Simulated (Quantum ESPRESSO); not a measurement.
Simulation results for Al3SiP3C (made-up cell)

All values are calculated (Quantum ESPRESSO 7.5). Calculation on a made-up crystal cell, not a measurement: periodic Kohn-Sham density functional theory in plane waves with PseudoDojo standard norm-conserving scalar-relativistic pseudopotentials, each functional with its own files (v0.5 for PBE, v0.4.1 for LDA and PBEsol), no spin polarisation, no spin-orbit coupling, atoms not relaxed, stress positive in tension, energies less a fixed whole-eV offset for each atom's element; levels are Kohn-Sham levels at fractions of this cell's reciprocal vectors, counted from the reference band (half the neutral cell's valence electrons, rounded up) at Gamma; error bars cover cutoff and k-mesh only, not smearing or the files; added strain carries the atoms with the cell, and shear is the tensor component; each bar is the largest change over components, and at least 0.002 eV, 0.002 eV per angstrom or 0.02 GPa; energies are for the whole cell, and the offsets were chosen from early runs and are not element reference energies.

```json
{"formula": "Al3SiP3C", "kind": "made-up cell", "structure": {"cell_angstrom": [[5.3972, 0.0, 0.0], [0.0, 5.3972, 0.0], [0.0, 0.0, 5.3972]], "atoms_fractional": [["Al", 0.01788, 0.00385, -0.00276], ["Al", -0.00652, 0.505, 0.49865], ["Si", 0.50169, -0.00348, 0.50708], ["Al", 0.50398, 0.5093, -0.00472], ["P", 0.2586, 0.25015, 0.242], ["P", 0.25537, 0.75159, 0.74055], ["P", 0.76564, 0.2596, 0.75487], ["C", 0.73664, 0.75159, 0.25376]]}, "given": {"lattice_type": "zincblende/diamond", "functional": "pbe", "cutoff [eV]": 1116, "fermi_dirac_smearing [eV]": 0.025, "scf_tolerance [eV]": 1e-07, "electrons_removed": 0, "k_mesh": "4 x 4 x 4, shifted by half a step", "atom_site": [1, 2, 3, 4, 5, 6, 7, 8], "atom_energy_offset [eV]": [-64, -64, -115, -64, -189, -189, -189, -163]}, "results": {"free_energy_less_offsets [eV]": 3.131, "smearing_term_minus_ts [eV]": -1.054e-06, "scf_iterations": 12, "pressure [GPa]": -4.974, "stress_xx [GPa]": 4.977, "stress_yy [GPa]": 4.757, "stress_zz [GPa]": 5.188, "stress_yz [GPa]": 1.179, "stress_xz [GPa]": 0.4715, "stress_xy [GPa]": -0.9968, "force_site": [1, 2, 3, 4, 5, 6, 7, 8], "force_x [eV/angstrom]": [-2.207, -1.26, 2.238, 1.815, 0.3222, 0.02276, -1.088, 0.1569], "force_y [eV/angstrom]": [-1.769, 1.652, -1.046, 1.515, 0.1047, 0.2886, -0.9661, 0.2217], "force_z [eV/angstrom]": [1.585, -2.529, -2.424, 2.055, 1.274, -0.06476, -0.2162, 0.3192], "reference_band": 16, "level_k_point": ["Gamma", "(1/2,1/2,1/2)", "(0.15,0,0)", "(0,0.15,0)", "(0,0,0.15)"], "next_band_up [eV]": [0.188, 0.3788, 0.5009, 0.4784, 0.4912], "error_bar_energy [eV]": 0.006525, "error_bar_stress [GPa]": 0.02, "error_bar_force [eV/angstrom]": 0.00252, "error_bar_next_band_up [eV]": 0.002414, "error_bars_from": "tighter rerun of a related cell"}}
```
